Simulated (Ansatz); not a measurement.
## Na: frozen-core PAW against all-electron methods

```
CELL_PARAMETERS angstrom
3.74172 0.00000 0.00000
-1.87086 3.24042 0.00000
0.00000 0.00000 6.11270
ATOMIC_POSITIONS crystal
Na 0.33333 0.66667 0.25000
Na 0.66667 0.33333 0.75000
```

Atoms are numbered in the order listed.

The structure is an experimental refinement, used without relaxation. The listed cell was then made from it by scaling, straining or moving an atom.

Levels of theory: DFT, PBEsol, PAW with Ansatz's default frozen-core files, scalar-relativistic (Ansatz 0.2.0); DFT, PBEsol, all-electron PAW with datasets made for the crystal, scalar-relativistic (Ansatz 0.2.0); DFT, PBEsol, all-electron LAPW, scalar-relativistic (Ansatz 0.2.0).

For PAW: a Γ-centred 13×13×7 k mesh, Fermi–Dirac smearing of 0.05 eV, cutoff 420 eV, no spin polarisation; the PAW files were made with PBE, and the program remakes their frozen cores for this functional. The crystal-made all-electron datasets (AE datasets) take a cutoff of 160 eV at this cell. LAPW targets a basis error of 0.25 meV/atom. The Ansatz runs share mesh, smearing and spin set-up. Plane-wave (PAW) pressures include the program's estimate of the Pulay term.

Stress and pressure are positive in compression.

The change that made this cell: volume scaled by 0.98.

| quantity | PAW | AE datasets | LAPW |
| --- | --- | --- | --- |
| pressure (GPa) | -0.14 | -0.14 | -0.14 |
| stress xx (GPa) | -0.18 | -0.18 | -0.18 |
| stress zz (GPa) | -0.05 | -0.05 | -0.05 |

PAW's pressure differs from the LAPW value by about 0.01 GPa or less.
